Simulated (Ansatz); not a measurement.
The computed numbers are results of PBE, scalar-relativistic (no spin polarisation) in the plane-wave PAW code Ansatz at 420 eV, Γ-centred 8×8×8 mesh, 0.05 eV Gaussian smearing; PAW files: Ansatz's generated set soft_2.

A crystal of composition YbX3, relaxed at this level of theory, gives this pattern between 10° and 80°.

Cu Kα1 powder pattern (kinematic, no thermal factors).
```tsv
2θ (°)	relative intensity
38.84	100
45.16	49
65.77	33
79.09	40
```

**Question.** Which lattice and cell does the pattern come from?

**Answer.** Cubic, space group Pm-3m (No. 221), a = 4.013 Å, b = 4.013 Å, c = 4.013 Å, α = 90.00°, β = 90.00°, γ = 90.00°. The line positions fix the lattice at most, not the space group, and lines under 1 % of the strongest aren't listed; this is the group of the computed cell.

A compound YbX3 has these computed properties.

* Band gap: zero (metallic)
* Density of states at the Fermi level: 1.4 states/(eV·atom)
* Bader charges: Yb 1.29; X -0.43 e
* f electrons (orthogonalised atomic orbitals): Yb 13.43
* Formation energy from the elements (0 K, uncorrected): 0.49 eV/atom (unstable against the elements)
* Bulk modulus (Birch–Murnaghan): 233 GPa
* Pressure derivative B0′: 4.8

Sites: Yb on 1a, X on 3c.

**Question.** Which element is X?
A. Ir
B. Re
C. Os
D. W

**Answer.** C. X is Os, so the compound is YbOs3.

The start was a prototype's sites filled with these elements, not a measured cell.

Without a U the 4f levels of Yb lie too near the Fermi level, so their share of the states there, and what hangs on it, is overstated. For elements this heavy, spin–orbit coupling would shift levels and gaps; it isn't included here. Spin polarisation wasn't allowed in this run, so with an open shell this may not be the ground state.
